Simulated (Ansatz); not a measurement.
Cs2NaYBr6 (space group Fm-3m)

```
CELL_PARAMETERS angstrom
      0.00000     5.66954     5.66954
      5.66954     0.00000     5.66954
      5.66954     5.66954     0.00000
ATOMIC_POSITIONS crystal
  Cs 0.75000 0.75000 0.75000
  Cs 0.25000 0.25000 0.25000
  Na 0.50000 0.50000 0.50000
  Y  0.00000 0.00000 0.00000
  Br 0.75475 0.24525 0.24525
  Br 0.24525 0.75475 0.75475
  Br 0.24525 0.75475 0.24525
  Br 0.75475 0.24525 0.75475
  Br 0.24525 0.24525 0.75475
  Br 0.75475 0.75475 0.24525
```

The volume is varied about the relaxed value V₀ at fixed cell shape. The atoms relax within the cell's symmetry.

Calculation: r2SCAN (plane waves to 500 eV, PAW, scalar-relativistic; Ansatz, a program for electronic structure). k mesh 5×5×5 (Γ-centred), Fermi-Dirac smearing 0.05 eV. The energy includes the smearing's −TS. Stress and pressure are positive under compression. Cs2NaYBr6 is run without spin polarisation. Cs2NaYBr6 was relaxed with its symmetry unable to fall. The zero of ΔE is the relaxed starting cell.

```
V (Å³/atom)  ΔE (meV/atom)
-----------  -------------
34.261                 8.5
34.698                 5.3
35.136                 2.9
35.573                 1.2
36.011                 0.3
36.448                 0.0
36.885                 0.3
37.323                 1.1
37.760                 2.5
38.197                 4.3
38.635            withheld
```

Task: Fit a third-order Birch-Murnaghan form (E₀, V₀, B₀, B₀′ free) to the given rows and predict ΔE at V = 38.635.

Result: Least squares on the 10 given rows: ΔE = E₀ + (9V₀B₀/16)·y²·[2 + (B₀′ − 4)y], y = (V₀/V)^(2/3) − 1, with V₀ = 36.445 Å³/atom, B₀ = 18.20 GPa (160.2 GPa = 1 eV/Å³; the term in eV is multiplied by 1000), B₀′ = 5.62, E₀ = -0.01 meV/atom; root-mean-square residual 0.02 meV/atom. At 38.635 the fit gives 6.6 meV/atom; the calculation gives 6.5 meV/atom, so the extrapolation is off by 0.1 (+1.5 %). For the pressure the fit gives -0.90 GPa against the computed -0.89 GPa.

(Under strain, the slope of the energy per volume gives the stress and its curvature an elastic modulus.)
